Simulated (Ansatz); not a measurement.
CdInTe$_{2}$, a known structure type with other elements, at an estimated volume

```xyz
8
Lattice="0.0000 6.4749 0.0000 6.4749 0.0000 0.0000 3.2375 3.2375 -6.3476" Properties=species:S:1:pos:R:3 pbc="T T T"
Te    4.8562    4.8562   -4.7607
Te    1.6187    4.8562   -1.5869
Te    8.0937    8.0937   -4.7607
Te    4.8562    1.6187   -1.5869
In    3.2375    3.2375    0.0000
In    6.4749    3.2375   -3.1738
Cd    0.0000    0.0000    0.0000
Cd    3.2375    6.4749   -3.1738
```

Level: PBE, no spin polarisation; 420 eV; 6×6×6 Γ-centred mesh; fermi-dirac occupations (width 0.1 eV); Ansatz 0.2.0, fixed geometry.

(1) Is the cell too large or too small?

(2) Is it stable against the elements?

(3) Is there a gap?

(4) Describe some of the short contacts.

Origin: a known structure type with other elements, at an estimated volume, so it need not be a known compound.

Results:

(1) The pressure is 8.0 GPa (compression positive), so with the atoms held at these fractions the cell would first expand.

(2) -0.12 eV an atom against the elements' usual phases (free molecules for gases, crystals otherwise, with no correction for O₂ or N₂), so it is bound against them; other compounds may still compete. Relaxing would lower it.

(3) It is a metal, with about 4 states/eV a cell as the mean within 0.25 eV of the Fermi level, mostly Te p (39 %) and In s (32 %).

(4) Te–In at 2.79 Å: least valence density 0.36 e/Å³ and ELF 0.45 there. Te–Cd at 2.79 Å: least valence density 0.35 e/Å³ and ELF 0.36 there. Both are smooth PAW fields, read partly inside the augmentation spheres.
